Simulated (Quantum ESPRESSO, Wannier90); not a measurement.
Tight-binding from DFT: Ga2O3 (corundum)

```xyz
10
Lattice="-2.4987 4.3279 0.0000 -4.9974 0.0000 0.0000 -2.4987 1.4426 4.4836" Properties=species:S:1:pos:R:3 pbc="T T T"
Ga     0.0000     0.0000    -1.9424
Ga     0.0000     0.0000     1.9424
Ga    -2.4987     1.4426    -0.2994
Ga     2.4987    -1.4426     0.2994
O     -1.7412     0.1306     1.1209
O      1.7412    -0.1306    -1.1209
O      0.7575    -1.5732     1.1209
O     -0.7575     1.5732    -1.1209
O      0.9837     1.4426     1.1209
O     -0.9837    -1.4426    -1.1209
```

Structure: Materials Project mp-1243, symmetrised, not relaxed again. COD (Crystallography Open Database) has the formula in 2 space groups, this one among them (matched by group alone). Method: PBEsol plane waves in Quantum ESPRESSO 7.5 (PseudoDojo norm-conserving files, 68 Ry, no spin polarisation, no spin-orbit coupling), Bloch states on a 4×4×4 mesh through Γ, Wannier90 4.0.1. Density: 8×8×8 mesh, cold smearing 0.01 Ry.

Bands 27-44 form an isolated set from -7.26 to 0.00 eV relative to the valence-band maximum (on the path) and are turned into 18 Wannier functions by minimising the spread from the start: atomic waves O 2p.

Problem. Where do the functions sit, how wide are they and what are they made of?

Solution. 
| functions | spread (Å²) | nearest atom, distance (Å) | second atom, distance (Å) | weight on atomic waves |
|---|---|---|---|---|
| 10 | 1.10 | O 0.08 | Ga 1.91 | O 2p 83 %, Ga 4p 5 % |
| 6 | 1.16 | O 0.10 | Ga 1.84 | O 2p 79 %, Ga 4p 5 %, Ga 4s 5 % |
| 2 | 1.16 | O 0.03 | Ga 1.94 | O 2p 80 %, Ga 4p 9 % |

Ω_I = 19.90 Å², Ω_total = 20.27 Å²; the interpolated bands follow pw.x to 3.3 meV rms on the path. Only this start was tried; a symmetric start can stop on a saddle, and mixtures of these functions could lower the total by at most Ω_total − Ω_I.
